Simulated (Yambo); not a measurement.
ZnSe is modelled in the cubic space group F-43m (No. 216), the zinc blende structure, Pearson symbol cF8. Conventional cell: a = 5.6328 Å, b = 5.6328 Å, c = 5.6328 Å, α = 90.00°, β = 90.00°, γ = 90.00°. Zn on 4a sees 4 Se at 2.439 Å (tetrahedral). Se on 4d is surrounded by 4 Zn at 2.439 Å (tetrahedral). (Neighbours: up to the widest gap in distance over summed covalent radii, below 1.35, at either atom; cation-cation contacts left out.)
(The calculation used a cell of 2 atoms; values per cell refer to that cell.)

ZnSe (zinc blende, space group F-43m, No. 216) under isotropic strain (on all lattice vectors), counted from the cell relaxed with PBEsol, atoms relaxed at each step. PBEsol (pw.x of Quantum ESPRESSO, ONCV potentials, no spin-orbit coupling); G0W0 in Yambo (4×4×4 Γ-centred k mesh, bands 10 to 110 and a 10 Ry block in the screening, 110 bands in G with the Bruneval-Gonze terminator, plasmon pole fitted at 27.2 eV).

Unstrained, the direct gap at Γ is 1.24 eV in PBEsol and 2.75 eV in G0W0.

Q: How fast does it move with strain?

A: Between -0.7 % and +1 % the direct gap at Γ has a volume deformation potential dE/dlnV of -5.1 eV in G0W0 and -3.9 eV in PBEsol. (G0W0: 2.864 eV at -0.7 %, 2.604 eV at +1 %; Δ ln V = 3 ln(1.01/0.993) = 0.0509.) Convergence of the GW settings isn't established. Spin-orbit splittings are left out.

The standard potential for Se keeps a d shell in the valence without the s and p states of that shell. In tests on such compounds this moved G0W0 gaps by up to about 0.9 eV, so absolute quasiparticle energies here are unreliable; differences between settings are what counts.
